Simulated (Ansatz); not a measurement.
Values for one crystal, relaxed and computed with PBE in the plane-wave PAW code Ansatz; other levels are named.

| Item | Value |
|---|---|
| Volume per atom | 37.12 Å³ |
| Electronic character | metallic (no gap) |
| Mechanical stability | stable (all eigenvalues of C positive) |
| Density of states at the Fermi level | 1.8 states/eV per atom (mean over ±0.08 eV) |
| Young's modulus | 40.6 GPa |
| Bulk modulus (Birch–Murnaghan fit) | 249 kbar |
| Debye temperature from the elastic constants | 161 K |

Problem. Pick the material that matches.
A. Sn, β-Sn type
B. Pd, fcc (Cu type)
C. Zr, hcp (Mg type)
D. La, dhcp (α-La type)

Solution. D, La, dhcp (α-La type)

Space group P6_3/mmc (dhcp (α-La type)). The PBE relaxation kept the symmetry of its start. As this level gives no gap, shear constants depend on the k-mesh and smearing (Fermi–Dirac, 0.1 eV here). Scalar-relativistic: spin–orbit coupling is off unless named, which matters more the heavier the elements.

Potentials: the later of the program's two PAW sets.
